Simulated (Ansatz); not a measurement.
## Property card for Sn$_{3}$Te

Method: DFT PBE, scalar-relativistic, plane waves, PAW (Ansatz 0.2.0).

Plane waves to 420 eV, a k mesh through Γ of 14×14×14 on the computed 4-atom cell and Gaussian smearing (0.10 eV); no spin polarisation.

The structure is relaxed at this level of theory with its symmetry kept, and needn't be the ground state of this composition.

```cif
data_structure
_symmetry_space_group_name_H-M 'P 1'
_symmetry_Int_Tables_number 1
_cell_length_a 6.3882
_cell_length_b 6.3882
_cell_length_c 6.3882
_cell_angle_alpha 137.869
_cell_angle_beta 137.869
_cell_angle_gamma 61.104
_cell_volume 116.02
loop_
_atom_site_label
_atom_site_type_symbol
_atom_site_fract_x
_atom_site_fract_y
_atom_site_fract_z
_atom_site_occupancy
Sn1 Sn 0.75000 0.25000 0.50000 1
Sn2 Sn 0.25000 0.75000 0.50000 1
Sn3 Sn 0.50000 0.50000 0.00000 1
Te1 Te 0.00000 0.00000 0.00000 1
```

```json
{"Space group": "I4/mmm (No. 139)", "Volume per atom": "29.00 Å³", "Formation energy from the elements' standard states (uncorrected)": "+0.058 eV/atom", "Kohn–Sham band gap": "none (metal)", "Density of states at the Fermi level": "1.7 states/eV per cell", "Orbital (Löwdin) character within 0.5 eV of the Fermi level": "Sn 5p 69 %, Te 5p 17 %, Sn 5s 8 %", "Bader charge by site (e)": "Sn (2 in the cell) 0.14, Sn (1 in the cell) 0.28, Te (1 in the cell) -0.57"}
```

Spin-orbit coupling is left out, which matters for the bands of heavy elements.

Another cell of Sn3Te relaxed alike, in Im-3m, lies 133 meV/atom lower, so this cell isn't the stable form at this level.

It was relaxed from a Materials Project cell. Löwdin shares on free-atom orbitals overweight diffuse shells.
